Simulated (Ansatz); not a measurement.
The end point of a relaxation of TiAl. Calculation: PBEsol (plane waves to 420 eV, PAW, scalar-relativistic; Ansatz, a first-principles code).

```cif
data_AlTi
_chemical_formula_sum 'Al1 Ti1'
_space_group_name_H-M_alt 'P 1'
_space_group_IT_number 1
_cell_length_a 2.79726
_cell_length_b 2.79726
_cell_length_c 4.03246
_cell_angle_alpha 90.000
_cell_angle_beta 90.000
_cell_angle_gamma 90.000
loop_
_space_group_symop_operation_xyz
  'x, y, z'
loop_
_atom_site_label
_atom_site_type_symbol
_atom_site_fract_x
_atom_site_fract_y
_atom_site_fract_z
_atom_site_occupancy
Al1 Al 0.00000 0.00000 0.50000 1
Ti1 Ti 0.50000 0.50000 0.00000 1
```

**Question.** Determine the symmetry and give the standard cell with its independent sites.

**Answer.** Space group P4/mmm (No. 123); a = b = 2.7973 Å, c = 4.0325 Å, α = β = γ = 90.00°

```tsv
atom	site	symmetry	x	y	z
Al	1b	4/mmm	0.0000	0.0000	0.5000
Ti	1c	4/mmm	0.5000	0.5000	0.0000
```

This is the AFLOW prototype AB_tP2_123_a_d (L1_0, as in CuAu).

**Question.** Give the shortest distances between elements (the closest pairs, up to four, under 3.6 Å).

**Answer.** Ti–Ti 2.80 Å; Al–Al 2.80 Å; Al–Ti 2.82 Å.

The volume per atom is 15.78 Å³ and the band gap comes out as zero (metallic).

No spin polarisation in the result.

It was reached from a disturbed copy of a P4/mmm (No. 123) cell, against which it lies -0.13 eV/atom.

The first start was generated by a random draw of sites in a space group. A measured structure of TiAl has the same space group, P4/mmm (No. 123); the sites were not compared with it.
